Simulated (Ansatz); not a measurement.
BN:
```xyz
6
Lattice="2.5784 0.0000 0.0000 -1.2892 2.2330 0.0000 0.0000 0.0000 5.7557" Properties=species:S:1:pos:R:3 pbc="T T T"
B      0.6446     1.1165     0.9593
B      1.2892     0.0000     2.8779
B     -0.6446     1.1165     4.7965
N      0.6446     1.1165     3.8372
N      1.2892     0.0000     0.0000
N     -0.6446     1.1165     1.9186
```

Tensor components refer to the Cartesian frame of this cell.

Question: Give the proper piezoelectric stress tensor with relaxed ions from the program Ansatz at the LDA level (PAW).

Answer: In C/m², rows x, y, z, Voigt columns; mesh uncertainty up to 0.00.
```
 0.00   0.00   0.00  -0.11   0.00   0.00
 0.00   0.00   0.00   0.00   0.11   0.00
 0.00   0.00   0.00   0.00   0.00   0.00
```

The elastic tensor of the same run (GPa):

```
 919   166   114   0.0   0.0   0.0
 166   919   114   0.0   0.0   0.0
 114   114  1040   0.0   0.0   0.0
 0.0   0.0   0.0   360   0.0   0.0
 0.0   0.0   0.0   0.0   360   0.0
 0.0   0.0   0.0   0.0   0.0   377
```

Question: Convert to strain constants d = e·S.

Answer: In pC/N:
```
 0.0   0.0   0.0  -0.3   0.0   0.0
 0.0   0.0   0.0   0.0   0.3   0.0
 0.0   0.0   0.0   0.0   0.0   0.0
```

Space group P6_422. The start of the workflow was typed in or built on a structure type; neither database checked (COD, Materials Project) lists it. It is not the phase usual at ambient conditions (space group No. 186, 194, 216). Symmetry was held in the LDA relaxation; phonons on a q-mesh show no instability. The volume moved by -34 % from the start of the relaxation. A crystal of weakly bound chains computed without a dispersion correction: the cell and the soft elastic constants depend strongly on that.

Potentials: the later of the program's two PAW sets.
